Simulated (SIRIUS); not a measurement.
Consider a self-consistent single point of ZrPbO₃ (Amm2, 10 atoms in the cell; from Materials Project mp-20337, changed as shown).

```yaml
crystal:
  lattice:
    - [4.09283, 0.00000, 0.00000]
    - [0.00000, 5.84216, 0.00000]
    - [0.00000, 0.00000, 6.01129]
  atoms:
    - { symbol: Zr, position: [0.50000, 0.50000, 0.00688] }
    - { symbol: Zr, position: [0.50000, 0.00000, 0.50688] }
    - { symbol: Pb, position: [0.00000, 0.50000, 0.44502] }
    - { symbol: Pb, position: [0.00000, 0.00000, 0.94502] }
    - { symbol: O, position: [0.50000, 0.23444, 0.79759] }
    - { symbol: O, position: [0.50000, 0.76556, 0.79759] }
    - { symbol: O, position: [0.00000, 0.50000, 0.05991] }
    - { symbol: O, position: [0.50000, 0.73444, 0.29759] }
    - { symbol: O, position: [0.50000, 0.26556, 0.29759] }
    - { symbol: O, position: [0.00000, 0.00000, 0.55991] }
```

All values come from this method and carry its errors: LDA (PW92), GBRV LDA ultrasoft pseudopotentials (plane waves; SIRIUS).

SIRIUS settings:

- parameters.ngridk: 6 4 4
- parameters.xc_functionals: [XC_LDA_X, XC_LDA_C_PW]
- parameters.gk_cutoff: 6.325 1/bohr
- parameters.pw_cutoff: 14.143 1/bohr
- parameters.smearing: fermi_dirac
- parameters.smearing_width: 0.00183747 Ha
- potentials: GBRV LDA ultrasoft pseudopotentials
- parameters.electronic_structure_method: pseudopotential
- parameters.num_bands: 53
- parameters.num_mag_dims: 0
- parameters.num_dft_iter: 100
- parameters.energy_tol: 1e-07 Ha
- parameters.density_tol: 1e-06
- mixer.type: broyden2
- mixer.beta: 0.3
- mixer.use_hartree: false

Task: Estimate, at this level of theory: gap on the k-point mesh, pressure and largest force (vector length).

Result: The run gave:

- Gap on the k-point mesh = 2.62 eV
- Pressure = -2.16 GPa
- Largest force (vector length) = 0.175 eV/Å

The gap is read on the k-point mesh of the run and can differ from the gap over the whole zone at this level.

For comparison: a first run was changed to give this one (lattice scaled by 0.98), and from it to this one the free energy falls by 37.6 meV/atom, the pressure goes from -10.87 to -2.16 GPa, the largest force goes from 0.419 to 0.175 eV/Å and the gap on the mesh goes from 2.605 to 2.617 eV.

Spin-orbit coupling is left out, which matters for bands and gaps with elements this heavy. The structure comes from a collection of computed structures, made at another level of theory; the collection holds predicted forms beside known ones.

Cost on one core: around 4 core-minutes (rough).
